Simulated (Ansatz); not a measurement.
CdGa$_{2}$Te$_{4}$ in space group I-4 (No. 82; Cd on 2a, Ga on 2d, Ga on 2b, Te on 8g), r²SCAN in the plane-wave PAW code Ansatz, all energies at zero smearing, with the estimated change up to a 700 eV cutoff added, with one set of potentials and settings (totals compare only within such a set). Cell of 7 atoms (1 Cd, 2 Ga, 4 Te): -43831.723 eV.

```
element                reference phase  E (eV/atom)
-------  -----------------------------  -----------
Cd       P6_3/mmc, 2 atoms in the cell   -8268.2565
Ga           Cmce, 4 atoms in the cell   -3790.2722
Te         P3_121, 3 atoms in the cell   -6994.9041
```

Formation energy per atom, worked out: (-43831.723 − 1×(-8268.2565) − 2×(-3790.2722) − 4×(-6994.9041))/7 = -0.472 eV/atom (-46 kJ per mol of atoms), at 0 K, without zero-point energy or fitted corrections.

The first step of the workflow began from a Materials Project structure, measured or hypothetical; the Crystallography Open Database files this formula in space group No. 82, but the cells were not matched. Whether it is the stable phase at ambient conditions was not checked. Symmetry was held in the r²SCAN relaxation; its stability against distortions is not shown here. The references are the lowest solids computed at this level, not always the standard phases. Spin–orbit coupling is left out wherever it is not named.

Potentials: the earlier of the program's two PAW sets.
